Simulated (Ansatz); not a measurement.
# Structure types of V at a series of pressures

All-electron LAPW in Ansatz 0.2.0 under PBEsol, scalar-relativistic, energies extrapolated to zero smearing, no spin–orbit coupling; spin polarisation is left out. At each pressure a set of structure types was relaxed with symmetry kept. The table gives H = E + pV above the lowest type of that row in meV/atom (up to 5 of noise); a dash means not tried or turned into another type. Real phases may be missing from the set: fcc wasn't tried throughout, and may lie lower. k spacings are near 0.17 to 0.21 Å⁻¹, smearing 0.05 to 0.1 eV.

Question: Among bcc, beta tin, simple hexagonal, hcp, omega, sc, which leads at 78, 130, 750 GPa?

Answer: bcc at 78 GPa; bcc at 130 GPa; bcc at 750 GPa.

```
p (GPa)  V of the lowest (Å³/atom)  bcc  beta tin  simple hexagonal  hcp  omega    sc
     78                      10.07    0       591               703  397      –  1177
    130                       9.11    0       616               780  453    232     –
    750                       5.50    0      1120              1489  714    632     –
```
